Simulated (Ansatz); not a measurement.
## Two states of Ti$_{2}$CdS$_{4}$

```yaml
crystal:
  lattice:
    - [0.00000, 5.43613, 0.00000]
    - [5.43613, 0.00000, 0.00000]
    - [2.71807, 2.71807, -5.08152]
  atoms:
    - { symbol: Ti, position: [0.50000, 0.50000, 0.00000] }
    - { symbol: Cd, position: [0.00000, 0.00000, 0.00000] }
    - { symbol: Ti, position: [0.75000, 0.25000, 0.50000] }
    - { symbol: S, position: [0.39700, 0.41700, 0.72600] }
    - { symbol: S, position: [0.58300, 0.12300, 0.27400] }
    - { symbol: S, position: [0.87700, 0.85700, 0.72600] }
    - { symbol: S, position: [0.14300, 0.60300, 0.27400] }
```

The numbers come from plane-wave PAW DFT (Ansatz): r2SCAN, with U_eff = 6.09 eV on Ti d (all-electron-ortho-atomic projectors), 500 eV, 4×4×4 Γ-centred k points, fermi-dirac occupations (width 0.043 eV). Nothing was relaxed.

State A: Ti1 up, Ti3 up (collinear spin). State B: Ti1 up, Ti3 down (collinear spin).

Which state is lower, and how do they differ?

State A is lower by 4.4 meV an atom at zero smearing.

```tsv
state	free energy (meV/atom)	largest moment in a small sphere (μB)	net moment (μB/cell)	gap on mesh (eV)	pressure (GPa)	largest force (eV/Å)
A	0.0	0.84	2.00	2.04	14.9	1.89
B	4.4	0.80	0.00	1.99	15.0	1.88
```

Origin: a known structure type with other elements, at an estimated volume, so it need not be a known compound. Caveats: the state breaks the symmetry of the cell; atoms or cell far from equilibrium.
